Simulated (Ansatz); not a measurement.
Y3CuSiS7 — ⁶³Cu nuclear quadrupole resonance

Cell: a Materials Project structure (computed, not necessarily an observed phase), taken as it stands.

Space group P6_3 (No. 173); a = 9.9260, c = 5.7073 Å, γ = 120.00°.

```csv
site,Wyckoff,site symmetry,x,y,z
Y,6c,1,0.3570,0.2288,0.2432
Si,2b,3..,0.3333,0.6667,0.3309
Cu,2a,3..,0.0000,0.0000,0.2027
S11,6c,1,0.1641,0.9066,0.2188
S12,6c,1,0.5230,0.1071,0.9808
S13,2b,3..,0.6667,0.3333,0.4607
```

One atom of each set is listed.

The numbers come from a DFT calculation in Ansatz (PBE, plane waves and PAW, scalar-relativistic, 420 eV cutoff, Γ-centred 4×4×5 k-points, Fermi–Dirac smearing 0.02 eV).

⁶³Cu: I = 3/2, Q = -220.0 mb (year-2017 value). Static lattice, zero field.

Q: Predict the zero-field ⁶³Cu lines of each site.

A: For I = 3/2 there is one line, ν = (|C_Q|/2)(1 + η²/3)^½.

| site | atoms | V_zz (10²¹ V/m²) | C_Q (MHz) | η | line frequencies (MHz) |
| --- | --- | --- | --- | --- | --- |
| Cu | 2 | 7.12 | -37.9 | 0.00 | 18.9 |

Q: And for 65Cu (I = 3/2, Q = -204.0 mb) on Cu?

A: C_Q scales with Q to -35.1 MHz, with lines at 17.6 MHz.

An axis of threefold or higher order runs through Cu, so V_zz lies along it and η is zero.

Semilocal functionals underestimate gradients at Cu(I) with two or three neighbours, in Cu₂O by a fifth to nearly a half.

Hardware: 1 thread of Arm Neoverse V1 (aarch64; 8 cores open to the job, memory cap 2.5 GiB, no GPU), a shared host with a load of 0.4 a core. Wall time 2.1 min, CPU time 2.1 min, peak memory 1 GiB.
